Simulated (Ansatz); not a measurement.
# NbCr3 (Fm-3m), two-dimensional strain map

All numbers below come from DFT PBEsol, scalar-relativistic, plane waves, PAW (Ansatz 0.2.0). Settings: plane waves to 420 eV, k-mesh 14×14×14 (Γ-centred), Gaussian smearing 0.15 eV. No spin polarisation. A magnetic state may lie lower. Energies are free energies at this smearing, counted from the undisturbed cell; pressure is positive in compression.

The undisturbed cell (relaxed at this level; it needn't be the usual structure):

```yaml
crystal:
  lattice:
    - [0.00000, 2.94021, 2.94021]
    - [2.94021, 0.00000, 2.94021]
    - [2.94021, 2.94021, 0.00000]
  atoms:
    - { symbol: Nb, position: [0.00000, 0.00000, 0.00000] }
    - { symbol: Cr, position: [0.75000, 0.75000, 0.75000] }
    - { symbol: Cr, position: [0.25000, 0.25000, 0.25000] }
    - { symbol: Cr, position: [0.50000, 0.50000, 0.50000] }
```

The cell is strained by p along both x and y and by q along z, fractional coordinates fixed. Points are written (p, q).

Energy above the undisturbed cell in meV/atom (a dash: not computed):

| p \ q | -0.030 | -0.015 | 0.000 | 0.015 | 0.030 |
| --- | --- | --- | --- | --- | --- |
| -0.030 | 85.9 | 61.1 | 45.8 | 39.1 | 40.1 |
| -0.015 | 39.4 | 20.6 | – | – | – |
| 0.000 | – | – | 0.0 | – | – |

Pressure in GPa:

| p \ q | -0.030 | -0.015 | 0.000 | 0.015 | 0.030 |
| --- | --- | --- | --- | --- | --- |
| -0.030 | 26.7 | 21.6 | 16.9 | 12.7 | 8.8 |
| -0.015 | 16.8 | 12.1 | – | – | – |
| 0.000 | – | – | 0.0 | – | – |